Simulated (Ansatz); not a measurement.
**Is this Eu2PBr result the lowest state?**

System: Eu2PBr, an experimental structure (space group R-3m); the cell holds 4 atoms. Source: COD entry 1530044; the sample's temperature and pressure aren't taken into account, and it need not be the stable phase.

Theory: DFT, PBEsol, PAW, plane waves, scalar-relativistic (Ansatz).

```yaml
crystal:
  lattice:
    - [2.1924997, 1.26584029, 7.3]
    - [-2.1924997, 1.26584029, 7.3]
    - [0.0, -2.53168058, 7.3]
  atoms:
    - { symbol: Eu, position: [0.23728, 0.23728, 0.23728], spin: 7.0 }
    - { symbol: Eu, position: [0.76272, 0.76272, 0.76272], spin: -7.0 }
    - { symbol: Br, position: [0.0, 0.0, 0.0] }
    - { symbol: P, position: [0.5, 0.5, 0.5] }
magnetization:
  spin_polarized: true
hamiltonian:
  xc: pbesol
  pseudopotentials: { kind: paw }
basis:
  ecutwfc: 420
kpoints:
  mp_grid: { grid: [6, 6, 6] }
scf:
  occupations: { method: fermi_dirac, width: 0.1 }
  lower_state_search: "off"
output:
  forces: true
  stress: true
```

Time: 43 s on 2 threads of Arm Neoverse V1, on a shared host, peak memory 0.52 GiB.

The end of the output:

```
SCF converged after 23 iterations
an eigenvalue changed by more than its tolerance at an iteration that met the thresholds in force, so the SCF went on 1 time: the last check found none over its tolerance
Magnetization: 0.0000 μB (23.0000 up, 23.0000 down)
Absolute magnetization: 13.9558 μB (∫|ρ↑−ρ↓|, with the PAW one-centre terms)
Spin contamination: 6.8137 ħ² per cell (⟨S²⟩ above its minimum at these occupations)
Per-site moments (μB) at R_I (Å): [(6.7396, 1.2237), (-6.7396, 1.2237), (-1.2641e-7, 1.3577), (-1.0058e-7, 1.2237)]
Free energy (F): -20811.697444 eV
Harris-Foulkes:  -20811.697444 eV  (|F-HF|=4.20e-9)
Internal energy: -20811.572787 eV  (E = F + TS)
E sigma→0 (E₀):  -20811.635116 eV
Entropy (-TS):   -0.124657 eV (-31.164 meV/atom)
Fermi energy:    9.179463 eV
--- Forces (eV/Å), atoms counted from 1 ---
  atom   1  Eu     0.00000000     0.00000000    -0.18386290
  atom   2  Eu     0.00000000    -0.00000000     0.18386577
  atom   3  Br     0.00000000     0.00000000     0.00000817
  atom   4  P      0.00000000     0.00000000     0.00001693
--- Stress (GPa, compression-positive) ---
       -4.190440       0.000000       0.000000
        0.000000      -4.190440      -0.000000
        0.000000      -0.000000      -3.596458
  P = ⅓ Tr σ = -3.9924 GPa (-39.924 kbar)
```

The mesh is too coarse to rank close states of a metal with certainty: differences of some tens of meV/atom may change, at times in sign.

Spin–orbit coupling is left out, so orbital moments of the f shell are missing. A semilocal functional without U tends to delocalise d and f electrons, and can give a metal where the real compound is an insulator.

Site moments are taken inside atomic spheres and don't add up to the total.

Task: Would you trust this as the ground state? If a lower solution is known, describe it.

Result: No, on this mesh. A state 8.3 meV/atom (0.033 eV per cell) lower exists in this cell: ferromagnetic, site moments Eu1 6.75, Eu2 6.75 μB, total 13.95 μB per cell, no gap on the k-mesh. It was reached from: parallel moments, default search for lower states [Eu1 7.00, Eu2 7.00 μB]; the moments in brackets, symmetry off, default search [Eu1 7.00, Eu2 7.00 μB]. The wrong state matters: forces differ by up to 0.06 eV/Å (largest force 0.24 there, 0.18 eV/Å here). Orders that need a larger cell or non-collinear spins weren't tried.
